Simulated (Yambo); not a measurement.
```xyz
3
Lattice="3.6469 0.0000 0.0000 -1.8235 3.1583 0.0000 0.0000 0.0000 15.9000" Properties=species:S:1:pos:R:3 pbc="T T T"
S      0.0000     2.1056     1.4733
S      1.8235     1.0528    -1.4733
Sn     0.0000     0.0000     0.0000
```

Response from Yambo on PBEsol (pw.x of Quantum ESPRESSO, ONCV potentials, with spin-orbit coupling) bands: 12×12×1 mesh, 92 bands, 2 Ry local-field block, 0.2 eV broadening.

**Question.** Give the static in-plane polarisability without and with local fields.

**Answer.** 
```csv
field along,"α(0), independent particles (Å)","α(0), RPA with local fields (Å)",screening length 2πα (Å)
x,3.73,3.29,20.7
```
Electronic (clamped-ion) response only. PBEsol gaps are usually too small, which raises these values. Convergence of the RPA response with its 12×12×1 mesh was not tested.

Geometry relaxed with PBEsol.
